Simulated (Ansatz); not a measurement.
What internal relaxation does to the elastic constants of In2O

Theory: DFT PBE, scalar-relativistic, plane waves, PAW (Ansatz 0.2.0). Plane waves to 420 eV; Γ-centred k mesh 12×12×4; Fermi-Dirac smearing of 0.15 eV. No spin polarisation.

The cell, relaxed at this level:
```yaml
crystal:
  lattice:
    - [3.43306, 0.00000, 0.00000]
    - [-1.71653, 2.97311, 0.00000]
    - [0.00000, 0.00000, 12.70391]
  atoms:
    - { symbol: In, position: [0.00000, 0.00000, 0.38269] }
    - { symbol: In, position: [0.00000, 0.00000, 0.61731] }
    - { symbol: In, position: [0.66667, 0.33333, 0.11604] }
    - { symbol: In, position: [0.33333, 0.66667, 0.88396] }
    - { symbol: O, position: [0.66667, 0.33333, 0.30709] }
    - { symbol: O, position: [0.33333, 0.66667, 0.69291] }
```

The cell was built by swapping an element in a database structure (itself possibly hypothetical) and relaxing; it need not be the stable form of this composition. In a metal, frequencies and elastic constants depend on the k mesh and the smearing, soft modes and shear constants most. A semilocal functional can close a gap that the real compound has.

Clamped-ion constants (GPa, Voigt order; atoms follow the strain homogeneously):
```
 98.2  47.0  33.4 -12.5   0.0   0.0
 47.0  98.2  33.4  12.5   0.0   0.0
 33.4  33.4 109.6   0.0   0.0   0.0
-12.6  12.6   0.0  23.8   0.0   0.0
  0.0   0.0   0.0   0.0  23.8 -12.6
  0.0   0.0   0.0   0.0 -12.5  25.6
```

What are the constants once the atoms relax in each strained cell?

Results:

```
66.8 29.8 26.5 -3.2  0.0  0.0
29.8 66.8 26.5  3.2  0.0  0.0
26.4 26.4 80.8  0.0  0.0  0.0
-3.2  3.2  0.0  6.8  0.0  0.0
 0.0  0.0  0.0  0.0  6.8 -3.2
 0.0  0.0  0.0  0.0 -3.2 18.5
```
The Voigt shear modulus goes from 27.4 to 15.2 GPa and the Voigt bulk modulus from 59.3 to 42.2 GPa. Relaxation subtracts ΛᵀK⁻¹Λ/V, with Λ the forces that a strain puts on the atoms and K the zone-centre force constants. At a stable cell this can only lower the diagonal constants, and it acts only for strains that share their symmetry with an optical mode; elsewhere, and where the coupling is weak, the constants hardly move.

Cost: 2 runs of about 20 core-minutes in all, on Intel Xeon Platinum 8488C (Sapphire Rapids), Intel Xeon 6975P-C (Granite Rapids) (shared hosts).